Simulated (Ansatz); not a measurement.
BaHI (space group P4/nmm)

```xyz
12
Lattice="9.2424 0.0000 0.0000 0.0000 4.6212 0.0000 0.0000 0.0000 7.3932" Properties=species:S:1:pos:R:3 pbc="T T T"
Ba     2.3106     0.0000     6.1091
Ba     6.9318     0.0000     6.1091
Ba     0.0000     2.3106     1.2841
Ba     4.6212     2.3106     1.2841
H      2.3106     2.3106     0.0000
H      6.9318     2.3106     0.0000
H      0.0000     0.0000     0.0000
H      4.6212     0.0000     0.0000
I      0.0000     2.3106     4.8841
I      4.6212     2.3106     4.8841
I      2.3106     0.0000     2.5091
I      6.9318     0.0000     2.5091
```

The atoms are displaced by Q × the pattern below (from a DFPT mode at X = (0.5, 0.0, 0.0), largest move 1; Q in Å), at fixed cell. It is one choice among 2 degenerate patterns. (q is in reciprocal vectors of the primitive cell; the cell shown is doubled to hold the pattern.)

```json
[
 {"atom": "Ba1", "x": "0.000", "y": "0.343", "z": "0.000"},
 {"atom": "Ba2", "x": "0.000", "y": "-0.343", "z": "0.000"},
 {"atom": "Ba3", "x": "0.000", "y": "-1.000", "z": "0.000"},
 {"atom": "Ba4", "x": "0.000", "y": "1.000", "z": "0.000"},
 {"atom": "H5", "x": "0.000", "y": "0.189", "z": "0.000"},
 {"atom": "H6", "x": "0.000", "y": "-0.189", "z": "0.000"},
 {"atom": "H7", "x": "0.000", "y": "-0.551", "z": "0.000"},
 {"atom": "H8", "x": "0.000", "y": "0.551", "z": "0.000"},
 {"atom": "I9", "x": "0.000", "y": "0.504", "z": "0.000"},
 {"atom": "I10", "x": "0.000", "y": "-0.504", "z": "0.000"},
 {"atom": "I11", "x": "0.000", "y": "-0.173", "z": "0.000"},
 {"atom": "I12", "x": "0.000", "y": "0.173", "z": "0.000"}
]
```

Computed with LDA (plane waves to 420 eV, PAW, scalar-relativistic; Ansatz, an electronic-structure program). k mesh 4×7×5 (Γ-centred), Fermi-Dirac smearing 0.05 eV. BaHI was relaxed with its symmetry unable to fall. Spin-orbit coupling is left out, though I is heavy.

At one point of the scan the forces (eV/Å) are:

```json
[
 {"atom": "Ba1", "Fx": "-0.006", "Fy": "-0.113", "Fz": "0.000"},
 {"atom": "Ba2", "Fx": "-0.006", "Fy": "0.113", "Fz": "0.000"},
 {"atom": "Ba3", "Fx": "0.006", "Fy": "0.332", "Fz": "-0.004"},
 {"atom": "Ba4", "Fx": "0.006", "Fy": "-0.332", "Fz": "-0.004"},
 {"atom": "H5", "Fx": "0.001", "Fy": "0.000", "Fz": "0.000"},
 {"atom": "H6", "Fx": "0.001", "Fy": "0.000", "Fz": "0.000"},
 {"atom": "H7", "Fx": "-0.001", "Fy": "0.001", "Fz": "-0.002"},
 {"atom": "H8", "Fx": "-0.001", "Fy": "-0.001", "Fz": "-0.002"},
 {"atom": "I9", "Fx": "0.008", "Fy": "-0.155", "Fz": "-0.007"},
 {"atom": "I10", "Fx": "0.008", "Fy": "0.155", "Fz": "-0.007"},
 {"atom": "I11", "Fx": "-0.008", "Fy": "0.053", "Fz": "0.012"},
 {"atom": "I12", "Fx": "-0.008", "Fy": "-0.053", "Fz": "0.012"}
]
```

Task: Which point is it?
(A) Q = 0.093 Å
(B) Q = 0.187 Å
(C) Q = 0.140 Å
(D) Q = 0.280 Å

Result: A, Q = 0.093 Å

(A displaced cell: forces are minus the slopes of the energy, force constants its curvatures, and phonons follow from these.)
